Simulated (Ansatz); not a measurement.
Magnetic orders of MnGa3

These are results of DFT PBE, scalar-relativistic, plane waves, PAW (Ansatz), not measurements.

```
Ga Mn
1.0
     0.00000    3.24670    3.24670
     3.24670    0.00000    3.24670
     3.24670    3.24670    0.00000
Ga Mn
3 1
Direct
  0.25000 0.25000 0.25000
  0.75000 0.75000 0.75000
  0.50000 0.50000 0.50000
  0.00000 0.00000 0.00000
```

The plane-wave cutoff is 420 eV. The Γ-centred k-mesh is 12×12×12 and the occupation rule is Gaussian smearing, 0.1 eV. The list of starting moments (μB, in atom order) is 0 0 0 4 and the check for lower electronic states after the SCF is off.

Each order was relaxed in cell and atoms. A propagation vector, in units of the reciprocal vectors, doubles the cell, which takes an equally dense mesh. Site moments are spin moments in atom-centred spheres that scale with the neighbour distance. The states are those that the runs reached from these starts; a lower one can exist.

```tsv
start	ends	energy above lowest (meV/atom)	site moments (μB)	gap on mesh (eV)	volume (Å³/atom)
no spin	non-magnetic	235	none over 0.05	metal	14.96
ferromagnetic	ferromagnetic	9.13	Mn +3.67	metal	17.11
antiferromagnetic, doubled cell, propagation vector (0, 0, 1/2)	antiferromagnetic	0.00	Mn +3.64, Mn -3.64	metal	17.02
```

Cost: 3 runs of about 6.3 core-minutes in all, on Intel Xeon Platinum 8488C (Sapphire Rapids) (shared hosts).